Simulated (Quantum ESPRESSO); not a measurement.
## ZnAl2GeN4 (input and log of a self-consistent run)

Computed values, not a measurement. The program is pw.x of Quantum ESPRESSO 7.5 (plane-wave density functional theory). The cell is made up: 8 atoms on a zincblende/diamond lattice, with randomly drawn elements, strain and displacements, not relaxed. PseudoDojo standard norm-conserving files (v0.5 for PBE, v0.4.1 for LDA and PBEsol) set the functional; there is no spin polarisation, spin-orbit coupling or dispersion term, and the masses in the input are unused placeholders.

Input:

```
&control calculation='scf', pseudo_dir='./dojo.nc.sr.pbe.v0_5.standard.upf', outdir='./o', disk_io='medium', tprnfor=.true., tstress=.true. /
&system ibrav=0, nat=8, ntyp=4, nbnd=36, ecutwfc=84.00895049, nosym=.true., tot_charge=0,
 occupations='smearing', smearing='fd', degauss=0.0018374661
/
&electrons conv_thr=7.350e-09, electron_maxstep=60, /
ATOMIC_SPECIES
Al 1.0 Al.upf
Ge 1.0 Ge.upf
N 1.0 N.upf
Zn 1.0 Zn.upf
CELL_PARAMETERS angstrom
4.4204 -0.015 0.0228
-0.015 4.4353 0.0073
0.0228 0.0073 4.3861
ATOMIC_POSITIONS angstrom
Zn -0.0037 -0.009 -0.0084
Al 0.0048 2.2674 2.1781
Al 2.2211 0.0213 2.1068
Ge 2.2328 2.1838 0.0138
N 1.07 1.1035 1.1291
N 1.066 3.3063 3.2475
N 3.3136 1.1204 3.3167
N 3.2755 3.2818 1.1431
K_POINTS automatic
4 4 4 1 1 1
```

The log is shortened where brackets say so; the opening notice, blank lines, dates and the lines on written files are dropped, and the path of the files is cut. It prints rydbergs, bohrs and kilobars, and counts compression as positive stress.

```
     Program PWSCF v.7.5
     Parallel version (MPI & OpenMP), running on       1 processor cores
     Number of MPI processes:                 1
     Threads/MPI process:                     1
     [start-up lines left out]
     bravais-lattice index     =            0
     lattice parameter (alat)  =       8.3535  a.u.
     unit-cell volume          =     580.2857 (a.u.)^3
     number of atoms/cell      =            8
     number of atomic types    =            4
     number of electrons       =        60.00
     number of Kohn-Sham states=           36
     kinetic-energy cutoff     =      84.0090  Ry
     charge density cutoff     =     336.0358  Ry
     scf convergence threshold =      7.3E-09
     mixing beta               =       0.7000
     number of iterations used =            8  plain     mixing
     Exchange-correlation= PBE
                           (   1   4   3   4   0   0   0)
     [axes and pseudopotential details left out]
   Cartesian axes
     site n.     atom                  positions (alat units)
         1        Zn     tau(   1) = (  -0.0008370  -0.0020360  -0.0019002  )
         2        Al     tau(   2) = (   0.0010859   0.5129302   0.4927288  )
         3        Al     tau(   3) = (   0.5024563   0.0048185   0.4765994  )
         4        Ge     tau(   4) = (   0.5051030   0.4940183   0.0031218  )
         5        N      tau(   5) = (   0.2420549   0.2496333   0.2554245  )
         6        N      tau(   6) = (   0.2411501   0.7479497   0.7346480  )
         7        N      tau(   7) = (   0.7496011   0.2534564   0.7503024  )
         8        N      tau(   8) = (   0.7409822   0.7424074   0.2585916  )
     number of k points=    32  Fermi-Dirac smearing, width (Ry)=  0.0018
                       cart. coord. in units 2pi/alat
        k(    1) = (   0.1247805   0.1247985   0.1251236), wk =   0.0625000
        k(    2) = (   0.1234794   0.1243794   0.3770909), wk =   0.0625000
     [further k points left out]
     Dense  grid:    60437 G-vectors     FFT dimensions: (  50,  50,  50)
     Estimated max dynamical RAM per process >      78.12 MB
     Initial potential from superposition of free atoms
     starting charge      59.9941, renormalised to      60.0000
     Starting wfcs are   43 randomized atomic wfcs
     total cpu time spent up to now is        5.2 secs
     per-process dynamical memory:    46.5 Mb
     Self-consistent Calculation
     iteration #  1     ecut=    84.01 Ry     beta= 0.70
     Davidson diagonalization with overlap
     ethr =  1.00E-02,  avg # of iterations =  3.2
     total cpu time spent up to now is       18.1 secs
     total energy              =    -688.36879470 Ry
     estimated scf accuracy    <       2.28722990 Ry
     iteration #  2     ecut=    84.01 Ry     beta= 0.70
     Davidson diagonalization with overlap
     ethr =  3.81E-03,  avg # of iterations =  2.2
     total cpu time spent up to now is       29.6 secs
     total energy              =    -689.07110213 Ry
     estimated scf accuracy    <       1.87705396 Ry
     iteration #  3     ecut=    84.01 Ry     beta= 0.70
     Davidson diagonalization with overlap
     ethr =  3.13E-03,  avg # of iterations =  2.0
     total cpu time spent up to now is       38.9 secs
     total energy              =    -689.38074285 Ry
     estimated scf accuracy    <       0.02443850 Ry
     iteration #  4     ecut=    84.01 Ry     beta= 0.70
     Davidson diagonalization with overlap
     ethr =  4.07E-05,  avg # of iterations =  7.8
     total cpu time spent up to now is       54.2 secs
     total energy              =    -689.39506411 Ry
     estimated scf accuracy    <       0.01096276 Ry
     iteration #  5     ecut=    84.01 Ry     beta= 0.70
     Davidson diagonalization with overlap
     ethr =  1.83E-05,  avg # of iterations =  2.3
     total cpu time spent up to now is       68.1 secs
     total energy              =    -689.39558378 Ry
     estimated scf accuracy    <       0.00478715 Ry
     [iterations 6 to 7 left out]
     iteration #  8     ecut=    84.01 Ry     beta= 0.70
     Davidson diagonalization with overlap
     ethr =  5.08E-08,  avg # of iterations =  3.9
     total cpu time spent up to now is      102.6 secs
     total energy              =    -689.39571851 Ry
     estimated scf accuracy    <       0.00000785 Ry
     iteration #  9     ecut=    84.01 Ry     beta= 0.70
     Davidson diagonalization with overlap
     ethr =  1.31E-08,  avg # of iterations =  2.0
     total cpu time spent up to now is      110.0 secs
     total energy              =    -689.39571854 Ry
     estimated scf accuracy    <       0.00000238 Ry
     iteration # 10     ecut=    84.01 Ry     beta= 0.70
     Davidson diagonalization with overlap
     ethr =  3.97E-09,  avg # of iterations =  2.0
     total cpu time spent up to now is      121.3 secs
     total energy              =    -689.39571881 Ry
     estimated scf accuracy    <       0.00000015 Ry
     iteration # 11     ecut=    84.01 Ry     beta= 0.70
     Davidson diagonalization with overlap
     ethr =  2.49E-10,  avg # of iterations =  3.2
     total cpu time spent up to now is      134.5 secs
     total energy              =    -689.39571888 Ry
     estimated scf accuracy    <       0.00000002 Ry
     iteration # 12     ecut=    84.01 Ry     beta= 0.70
     Davidson diagonalization with overlap
     ethr =  3.24E-11,  avg # of iterations =  2.0
     total cpu time spent up to now is      146.2 secs
     End of self-consistent calculation
     [lines on levels left out]
!    total energy              =    -689.39571888 Ry
     estimated scf accuracy    <          4.2E-09 Ry
     smearing contrib. (-TS)   =       0.00000000 Ry
     internal energy E=F+TS    =    -689.39571888 Ry
     The total energy is F=E-TS. E is the sum of the following terms:
     one-electron contribution =    -464.16288877 Ry
     hartree contribution      =     265.98167281 Ry
     xc contribution           =    -118.06590843 Ry
     ewald contribution        =    -373.14859448 Ry
     convergence has been achieved in  12 iterations
     Forces acting on atoms (cartesian axes, Ry/au):
     atom    1 type  4   force =    -0.00075670   -0.00323695   -0.00856550
     atom    2 type  1   force =    -0.01317364   -0.03843079    0.01235051
     atom    3 type  1   force =    -0.01375514   -0.01246928    0.07102021
     atom    4 type  2   force =    -0.05349132    0.01986363   -0.02019678
     atom    5 type  3   force =     0.05353750    0.05501151    0.00944754
     atom    6 type  3   force =     0.09226503   -0.01693632   -0.00638604
     atom    7 type  3   force =    -0.03478023    0.02097244   -0.06529271
     atom    8 type  3   force =    -0.02984550   -0.02477425    0.00762277
     Total force =     0.182311     Total SCF correction =     0.000065
     Computing stress (Cartesian axis) and pressure
          total   stress  (Ry/bohr**3)                   (kbar)     P=       74.34
   0.00049682  -0.00003311  -0.00004312           73.08       -4.87       -6.34
  -0.00003311   0.00053948   0.00014497           -4.87       79.36       21.33
  -0.00004312   0.00014497   0.00047967           -6.34       21.33       70.56
     init_run     :      4.64s CPU      4.99s WALL (       1 calls)
     electrons    :    133.68s CPU    141.03s WALL (       1 calls)
     forces       :      2.05s CPU      2.06s WALL (       1 calls)
     stress       :      7.62s CPU      7.67s WALL (       1 calls)
     [timing details left out]
     PWSCF        :   2m28.19s CPU   2m36.05s WALL
     JOB DONE.
```

In other units: free energy -9379.707 eV for the cell, pressure 7.43 GPa, largest force component 2.372 eV/Å. A rerun of a related cell, with the same atoms placed differently, at 1437 eV and a 6 x 6 x 6 mesh moved values by no more than 0.003 eV in energy, 0.02 GPa in stress and 0.002 eV/Å in force.